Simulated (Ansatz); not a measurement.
Ansatz (a first-principles code) input:

Ansatz 0.2 input:
```yaml
crystal:
  lattice:
    - [4.8892938007, 0.0, 0.0]
    - [-2.4446469004, 4.234252638, 0.0]
    - [0.0, 0.0, 3.9029273384]
  atoms:
    - { symbol: Co, position: [0.1664011649, 0.3328023299, 0.75] }
    - { symbol: Co, position: [0.8335988351, 0.6671976701, 0.25] }
    - { symbol: Co, position: [0.8335988351, 0.1664011649, 0.25] }
    - { symbol: Co, position: [0.1664011649, 0.8335988351, 0.75] }
    - { symbol: Co, position: [0.6671976701, 0.8335988351, 0.75] }
    - { symbol: Co, position: [0.3328023299, 0.1664011649, 0.25] }
    - { symbol: Si, position: [0.6666666667, 0.3333333333, 0.75] }
    - { symbol: Si, position: [0.3333333333, 0.6666666667, 0.25] }
kpoints:
  mp_grid: { grid: [10, 10, 11] }
hamiltonian:
  xc: pbesol
  pseudopotentials: { kind: paw }
scf:
  occupations: { method: fermi_dirac, width: 0.1 }
phonons:
  method: dfpt
  response_accuracy: low
  eigenvectors: true
  rigid_motions: translations
```

Output (shortened):

```
Pseudopotential: Co, paw, valence charge 17
Pseudopotential: Si, paw, valence charge 4
Functional definition: PBEsol
Crystal: 8 atoms, lattice volume = 80.800 Å³
Basis set: ecut = 420 eV, 1603 PW (Γ), exchange–correlation on 72×72×60 points (8 copies of the dense FFT grid, shifted against one another)
Bands: 66, of which v1, the nominal top of the filled ones, is band 55 counted from 1 (54 counted from 0)
Symmetry: 24 space group operations
k-points: 186 of 1100 (irreducible under 4 space group operations, time reversal used)
SCF iter   1: F=—  HF=-31803.951938 eV  |F-HF|=—  |Δ(HF+E_count)|=         —  Δρ=2.77e-2  dr2=3.28e-1  ethr=1.77e-3  ⟨swp⟩=5.5  Hψ=43496  notcnv=0  defer=11
preconditioner: auto → Kerker (q_TF=auto, 2.872 Å⁻¹)
SCF iter   2: F=—  HF=-31803.895938 eV  |F-HF|=—  |Δ(HF+E_count)|=   5.60e-2  Δρ=6.24e-3  dr2=1.91e-2  ethr=2.98e-4  ⟨swp⟩=2.0  Hψ=19486  notcnv=0  defer=111
SCF iter   3: F=—  HF=-31803.892400 eV  |F-HF|=—  |Δ(HF+E_count)|=   3.54e-3  Δρ=1.97e-3  dr2=2.09e-3  ethr=1.74e-5  ⟨swp⟩=1.4  Hψ=15296  notcnv=0  defer=111
SCF iter   4: F=—  HF=-31803.891832 eV  |F-HF|=—  |Δ(HF+E_count)|=   5.68e-4  Δρ=5.16e-4  dr2=1.07e-4  ethr=1.90e-6  ⟨swp⟩=2.0  Hψ=17290  notcnv=0  defer=111
SCF iter   5: F=—  HF=-31803.891867 eV  |F-HF|=—  |Δ(HF+E_count)|=   3.46e-5  Δρ=1.15e-4  dr2=9.59e-6  ethr=9.72e-8  ⟨swp⟩=2.0  Hψ=22421  notcnv=0  defer=111
SCF iter   6: F=—  HF=-31803.891861 eV  |F-HF|=—  |Δ(HF+E_count)|=   5.20e-6  Δρ=4.07e-5  dr2=7.23e-7  ethr=8.72e-9  ⟨swp⟩=2.1  Hψ=17053  notcnv=0  defer=111
SCF iter   7: F=—  HF=-31803.891861 eV  |F-HF|=—  |Δ(HF+E_count)|=   2.45e-7  Δρ=1.41e-5  dr2=6.91e-8  ethr=6.57e-10  ⟨swp⟩=2.2  Hψ=18576  notcnv=0  defer=111
SCF iter   8: F=—  HF=-31803.891861 eV  |F-HF|=—  |Δ(HF+E_count)|=   2.49e-8  Δρ=3.61e-6  dr2=9.48e-9  ethr=6.28e-11  ⟨swp⟩=2.1  Hψ=18667  notcnv=0  defer=111
SCF iter  10: F=-31803.891861 eV  HF=-31803.891861 eV  |F-HF|=3.64e-12  |Δ(HF+E_count)|=  5.09e-11  Δρ=1.03e-7  dr2=6.78e-12  ethr=1.00e-12  ⟨swp⟩=6.8  Hψ=63125  notcnv=0
SCF 1 converged in 10 iterations: F = -31803.891861 eV  dr2 = 6.78e-12
DFPT response loops at Γ: preconditioner auto → Kerker (q_TF=auto, 2.872 Å⁻¹) (partly filled bands, converged f_vac=0.001) …
phonon interpolation: 36 periodic images of 18 blocks of the force constants (a block to an ordered pair of atoms and a translation) lie up to 7.79e-3 Å …
SCF converged after 10 iterations
Free energy (F): -31803.891861 eV
Harris-Foulkes:  -31803.891861 eV  (|F-HF|=3.64e-12)
Internal energy: -31803.574299 eV  (E = F + TS)
E sigma→0 (E₀):  -31803.733080 eV
Entropy (-TS):   -0.317562 eV (-39.695 meV/atom)
Fermi energy:    18.992614 eV
--- Per-component energies (eV) ---
  E_band       = -1320.521705
  E_kinetic    = 2838.144594
  E_local      = -18821.780295  (includes V_loc(G=0)·N_el)
  E_nonlocal   = 2786.848610
  E_hartree    = 8075.976964
  E_xc         = -1068.439159
  E_vxc        = -1337.599102  (∫ρ·V_xc dr)
  E_paw        = -9898.071282  (= ΣΔE_a)
  E_vpaw       = -2938.089710  (= ΣTr[D̂ρ^β])
  E_aug_tail   = 0.000271  (compensation charges beyond the density's cutoff)
  E_ewald      = -15717.447640
  E_core_change = 1.193637  (= ΣΔE_core)
  E_smearing   = -0.317562  (= −TS)
  E_closure    = 0.000000  (closes the sum)
  Σ components = -31803.891861   (vs F -31803.891861, Δ=0.00e0)
  [band-id]    e_kinetic+e_local+e_nonlocal+2·e_hartree+e_vxc+e_vpaw+e_augmentation_tail = -1320.521703   (vs E_band -1320.521705, Δ=2.81e-6)
--- Band table (eV; the first three rows and the last of 186) ---
  k-point 0: bands = ["-75.6456", "-75.5947", "-75.5947", "-75.5871", "-75.5662", "-75.5662", "-39.2336", "-39.2208", "-39.1455", "-39.1210", "-39.1210", "-39.1194", "-39.1194", "-39.0962", "-39.0962", "-39.0239", "-38.9669", "-38.9669", "-38.9181", …
  k-point 1: bands = ["-75.6444", "-75.5941", "-75.5941", "-75.5883", "-75.5668", "-75.5668", "-39.2313", "-39.2204", "-39.1477", "-39.1477", "-39.1431", "-39.1027", "-39.1027", "-39.0889", "-39.0889", "-39.0217", "-38.9643", "-38.9643", "-38.9235", …
  k-point 2: bands = ["-75.6409", "-75.5924", "-75.5924", "-75.5917", "-75.5685", "-75.5685", "-39.2257", "-39.2192", "-39.1692", "-39.1692", "-39.1348", "-39.1191", "-39.1191", "-39.0560", "-39.0560", "-39.0150", "-38.9589", "-38.9589", "-38.9392", …
  k-point 185: bands = ["-75.6076", "-75.6016", "-75.5942", "-75.5904", "-75.5813", "-75.5791", "-39.1837", "-39.1746", "-39.1633", "-39.1563", "-39.1342", "-39.1289", "-39.0426", "-39.0390", "-39.0248", "-39.0240", "-38.9863", "-38.9787", "-38.9618", …
--- Phonons (Γ-DFPT): 5 representative perturbations + reference, on 186 of 1100 k-points (Σ response iterations 18) ---
  ASR residual: 1.139e-3 → 0.000e0 eV/Å²; symmetrization residual: 7.353e-5 eV/Å²
  ASR residual per site (eV/Å²): 1.14e-3 1.14e-3 1.06e-3 1.06e-3 1.06e-3 1.06e-3 6.36e-4 6.36e-4
  Γ frequencies (cm⁻¹): 0.00 0.00 0.00 48.11 131.34 131.34 188.70 188.70 200.89 200.89 213.90 264.38 268.75 268.75 270.50 270.50 305.03 315.90 315.90 348.06 350.47 359.13 359.13 381.49
  non-analytic LO–TO correction: not included (Born effective charges unavailable; polar crystals: no LO–TO splitting at Γ)
```

Cost: around 9 core-minutes (rough) on shared cores.

Space group P6_3/mmc. The first step of the workflow began from a Materials Project structure, measured or hypothetical; the Crystallography Open Database copy checked does not list it. Whether it is the stable phase at ambient conditions was not checked. The PBEsol relaxation kept the symmetry of its start; whether a distortion lowers the energy is not shown. No spin polarisation was allowed. As this level gives no gap, phonon frequencies hold no LO–TO term and depend on the k-mesh and smearing (Fermi–Dirac, 0.1 eV here).

Potentials: the later of the program's two PAW sets.

Ansatz is a plane-wave DFT program.
